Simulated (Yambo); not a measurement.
BSE-type run in Yambo on Na₂CO₃ (space group C2/m, No. 12), at finite momentum (a q point of the mesh, 0.25 1/Å).

Quantum ESPRESSO step (PBEsol, PseudoDojo standard norm-conserving files, scalar-relativistic):
```
&CONTROL
  calculation = 'nscf'
  pseudo_dir = './pseudo'
  outdir = './out'
/
&SYSTEM
  ibrav = 0
  nat = 12
  ntyp = 3
  ecutwfc = 88.0
  ecutrho = 352.0
  occupations = 'fixed'
  force_symmorphic = .true.
  nbnd = 100
/
&ELECTRONS
  conv_thr = 1.2000000000000002e-08
  diago_full_acc = .true.
  diago_thr_init = 1e-08
/
ATOMIC_SPECIES
C 12.0110 C.upf
O 15.9990 O.upf
Na 22.9898 Na.upf
CELL_PARAMETERS angstrom
  4.588535000000  -2.642715000000   0.000000000000
  4.588535000000   2.642715000000   0.000000000000
 -0.623324000000   0.000000000000   6.254175000000
ATOMIC_POSITIONS crystal
C   0.330340000000   0.330340000000   0.754810000000
C   0.669660000000   0.669660000000   0.245190000000
O   0.612260000000   0.185500000000   0.739630000000
O   0.387740000000   0.814500000000   0.260370000000
O   0.814500000000   0.387740000000   0.260370000000
O   0.185500000000   0.612260000000   0.739630000000
O   0.192480000000   0.192480000000   0.788330000000
O   0.807520000000   0.807520000000   0.211670000000
Na   0.000000000000   0.000000000000   0.000000000000
Na   0.000000000000   0.000000000000   0.500000000000
Na   0.326210000000   0.326210000000   0.228670000000
Na   0.673790000000   0.673790000000   0.771330000000
K_POINTS automatic
4 4 4 0 0 0
```

Yambo input:
```
rim_cut
optics
bse
bss
dipoles
em1s
RandQpts= 1000000
RandGvec= 1 Ry
FFTGvecs= 40 Ry
Chimod= "HARTREE"
BSKmod= "SEX"
BSEmod= "resonant"
BSSmod= "hs"
BSENGexx= 15 Ry
BSENGBlk= 3 Ry
% KfnQP_E
 2.849 | 1.0 | 1.0 |
%
% BSEQptR
 2 | 2 |
%
% BSEBands
 31 | 44 |
%
% BEnRange
 0.0 | 11.1 | eV
%
% BDmRange
 0.15 | 0.15 | eV
%
BEnSteps= 222
% BLongDir
 1.0 | 0.0 | 0.0 |
%
BSHayTrs= -0.02
BSSNEig= 24
WRbsWF
% BndsRnXs
 5 | 96 |
%
NGsBlkXs= 3 Ry
% LongDrXs
 1.0 | 1.0 | 1.0 |
%
```

From the report:

The dimension is k points × valence × conduction bands = 64 × 10 × 4 = 2560.
```
   [SLEPC] Approach                          : Krylov-Schur
   [SLEPC] Number of requested eigenvalues   :  24
   [SLEPC] Number of eigenvalues        [NEV]:  24
    [K] Dimension                                    :  2560
    [K] Bands                                        :   31   44
    [K] Exchange res                                 : yes
    [K] Correlation res                              : yes
    [K] W interaction is bare                        : no
    [K] RL vectors exchange                          :  1017
    [K] RL vectors correlation                       :   97
    [W] Matrix size                                  :   97
    [W] Bands                                        :    5   96
    [W] Coulomb Cutoff                               : none
    [W] Hxc Kernel                                   : HARTREE
```
Lowest eigenvalues (eV; in brackets the number of states within 2 meV): 4.00 (1), 4.01 (1), 4.87 (1), 4.92 (1), 5.60 (1), 5.66 (1). They depend on the mesh, which isn't converged, and on the G0W0 scissor.

Geometry of the Materials Project entry, not relaxed at this level.
